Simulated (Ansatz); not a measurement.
Ag (P6_3/mmc), one atom moved over a plane

Theory: Ansatz 0.2.0, DFT PBEsol, scalar-relativistic, plane waves, PAW. The runs took a 420 eV cutoff, a Γ-centred 18×18×10 mesh and Gaussian smearing (0.15 eV). No spin polarisation. Energies are free energies at this smearing, counted from the undisturbed cell; pressure is positive in compression.

Reference structure (as given, not relaxed at this level; it stands at -6.3 GPa; this form isn't the usual structure):

```yaml
crystal:
  lattice:
    - [2.93000, 0.00000, 0.00000]
    - [-1.46500, 2.53745, 0.00000]
    - [0.00000, 0.00000, 4.79000]
  atoms:
    - { symbol: Ag, position: [0.33333, 0.66667, 0.25000] }
    - { symbol: Ag, position: [0.66667, 0.33333, 0.75000] }
```

Atom 1 (Ag) is moved by p along (1.000, 0.000, 0.000) and q along (0.000, 1.000, 0.000) (Å), all else fixed. Points are written (p, q).

Energy above the undisturbed cell in eV/cell (a dash: not computed):

```csv
p \ q,-0.600,-0.300,0.000,0.300,0.600
-0.600,0.37,0.26,0.13,0.07,0.12
-0.300,0.15,0.09,0.03,0.05,0.18
0.000,0.06,0.02,0.00,0.04,0.20
0.300,0.15,0.09,0.03,0.05,0.18
0.600,0.37,0.26,0.13,0.07,0.12
```

Pressure in GPa:

```
 p \ q  -0.600  -0.300  0.000  0.300  0.600
-0.600    -0.2    -2.0   -4.1   -5.0   -4.2
-0.300    -3.8    -4.8   -5.7   -5.4   -3.3
 0.000    -5.2    -5.9   -6.3   -5.6   -2.9
 0.300    -3.8    -4.8   -5.7   -5.4   -3.3
 0.600    -0.2    -2.0   -4.1   -5.0   -4.2
```